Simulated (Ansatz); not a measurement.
The start is a randomly generated symmetric cell of TiC (space group No. 166). A full variable-cell relaxation at zero pressure is run with PBEsol (plane waves to 420 eV, PAW, scalar-relativistic; Ansatz, a quantum-chemistry and plane-wave program). The first steps use a coarse 6×6×6 k-mesh.

Input geometry:
```yaml
crystal:
  lattice:
    - [2.47134, 1.42683, 4.69643]
    - [-2.47134, 1.42683, 4.69643]
    - [0.00000, -2.85365, 4.69643]
  atoms:
    - { symbol: C, position: [0.00000, 0.00000, 0.00000] }
    - { symbol: C, position: [0.00000, 0.00000, 0.50000] }
    - { symbol: C, position: [0.50000, 0.00000, 0.00000] }
    - { symbol: C, position: [0.00000, 0.50000, 0.00000] }
    - { symbol: Ti, position: [0.50000, 0.50000, 0.50000] }
    - { symbol: Ti, position: [0.50000, 0.50000, 0.00000] }
    - { symbol: Ti, position: [0.00000, 0.50000, 0.50000] }
    - { symbol: Ti, position: [0.50000, 0.00000, 0.50000] }
```

Task: How large is the pressure on the unrelaxed cell, and of which sign?

Result: -21 GPa (negative: the cell is under tension).

Task: What symmetry does the relaxed structure have?

Result: The space group goes from R-3m (No. 166) to Fd-3m (No. 227), with 8 atoms in the primitive cell.

Task: How much energy is released per atom?

Result: 0.22 eV/atom.

Task: How does the volume per atom move from start to end?

Result: -18.3 %, from 12.42 to 10.15 Å³/atom.

Task: How do the shortest distances between atoms change?

Result: The closest pairs of elements (up to four, under 3.6 Å), start → end: Ti–Ti 2.47 → 2.43 Å; C–Ti 2.47 → 2.43 Å; C–C 2.47 → 2.43 Å.

Task: Is the relaxed structure metallic? Give its gap.

Result: No gap on the sampled points, where the bands overlap only slightly; such a result is sensitive to mesh and level.

Task: Give the final cell and atomic positions.

Result: 
```cif
data_C16Ti16
_chemical_formula_sum 'C16 Ti16'
_space_group_name_H-M_alt 'Fd-3m :1'
_space_group_IT_number 227
_space_group_name_Hall 'F 4d 2 3 -1d'
_cell_length_a 6.87346
_cell_length_b 6.87346
_cell_length_c 6.87346
_cell_angle_alpha 90.000
_cell_angle_beta 90.000
_cell_angle_gamma 90.000
loop_
_atom_site_label
_atom_site_type_symbol
_atom_site_symmetry_multiplicity
_atom_site_Wyckoff_symbol
_atom_site_fract_x
_atom_site_fract_y
_atom_site_fract_z
_atom_site_occupancy
C1 C 16 d 0.62500 0.62500 0.62500 1
Ti1 Ti 16 c 0.12500 0.12500 0.12500 1
```
(The calculation used a cell of 8 atoms; values per cell refer to that cell.)

Final values are on a 12×12×12 k-mesh of the relaxed cell. No spin polarisation in the result.

The run could not lose the symmetry of its start: the end is stationary, and may be a saddle point rather than a minimum.

All atoms sit on sites fixed by symmetry, so only the cell could relax.

The relaxed structure here is a generated cell of TiC: the first start was made by a random draw of sites in a space group, and the end was not matched to a known phase here, so it may be hypothetical. Known forms of TiC include space group No. 225.
